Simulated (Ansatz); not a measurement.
Rh: one atom moved over a plane

The calculation used DFT LDA, scalar-relativistic, plane waves, PAW (Ansatz). Settings: plane waves to 420 eV, k-mesh 21×21×12 (Γ-centred), Gaussian smearing 0.15 eV. No spin polarisation. Energies are free energies at this smearing, counted from the undisturbed cell; pressure is positive in compression.

Zero of the scan (as given, not relaxed at this level; it stands at -19.4 GPa; this form isn't the usual structure):

```
CELL_PARAMETERS angstrom
2.73098 0.00000 0.00000
-1.36549 2.36510 0.00000
0.00000 0.00000 4.42849
ATOMIC_POSITIONS crystal
Rh 0.66667 0.33333 0.75000
Rh 0.33333 0.66667 0.25000
```

Atom 1 (Rh) is moved by p along (0.000, 1.000, 0.000) and q along (0.000, 0.000, 1.000) (Å), all else fixed. Points are written (p, q).

Energy above the undisturbed cell in eV/cell (a dash: not computed):

```
 p \ q  -0.300  -0.150  0.000  0.150  0.300
-0.300    0.63    0.28   0.16   0.28   0.63
-0.150    0.44       –   0.04      –   0.44
 0.000    0.38    0.09   0.00   0.09   0.38
 0.300    0.58       –   0.14      –   0.58
```

Pressure in GPa:

```csv
p \ q,-0.300,-0.150,0.000,0.150,0.300
-0.300,-3.0,-13.1,-16.4,-13.1,-3.0
-0.150,-6.1,–,-18.7,–,-6.1
0.000,-7.1,-16.3,-19.4,-16.3,-7.1
0.300,-4.1,–,-17.2,–,-4.1
```